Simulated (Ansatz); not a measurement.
With plane-wave PAW PBE (Ansatz code), AlCo in the orthorhombic phase (Cmcm; Al on 4c, Co on 4c) relaxes to a = 2.692 Å, b = 9.304 Å, c = 3.965 Å. Against the elements it lies at -269 meV/atom, with no fitted shifts.

Electronic character: metallic (no gap). The magnetic state found is ferromagnetic. The net moment is 0.21 μB per atom.

The start of the workflow was typed in or built on a structure type; neither database checked (COD, Materials Project) lists it. Whether it is the stable phase at ambient conditions was not checked. Symmetry was held in the PBE relaxation; whether a distortion lowers the energy is not shown. Spin order of the final state: ferromagnetic, the only order run, not a proven ground state. Axis ratios of metals converge slowly with the k-mesh, so a and c are less sure than the volume. The references are the lowest solids computed at this level, not always the standard phases.

Potentials: the earlier of the program's two PAW sets.
